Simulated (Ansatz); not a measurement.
Cu:
```
Cu
1.0
    0.00000     1.78168     1.78168
    1.78168     0.00000     1.78168
    1.78168     1.78168     0.00000
Cu
1
Direct
  0.00000   0.00000   0.00000
```

Relaxed with PBE+D3(BJ). Special points in fractions of this cell's reciprocal vectors: Γ (0.000, 0.000, 0.000); X (0.500, 0.000, 0.500); U (0.625, 0.250, 0.625); K (0.375, 0.375, 0.750); L (0.500, 0.500, 0.500); W (0.500, 0.250, 0.750).

Task: List the band energies nearest the Fermi level at these points for plane-wave PAW PBE+D3(BJ) (Ansatz code).

Result: In eV from the Fermi level; about four levels below and three above (degenerate sets whole), none deeper than 8.9 eV; … stands for higher levels left out; points with the same levels are listed once.

```csv
k,below,above
Γ,-3.12 -3.12 -3.12 -2.23 -2.23,…
X,-4.63 -1.63 -1.46 -1.46,1.43 …
U,-4.25 -2.86 -2.09 -1.67,4.43 …
L,-3.16 -3.16 -1.61 -1.61 -1.16,…
W,-3.68 -3.68 -2.28 -1.46,…
```

Space group Fm-3m (fcc (Cu type)). Symmetry was held in the PBE+D3(BJ) relaxation. The run is not spin-polarised. The pairwise dispersion correction was not fitted to metals.

Potentials: the later of the program's two PAW sets.
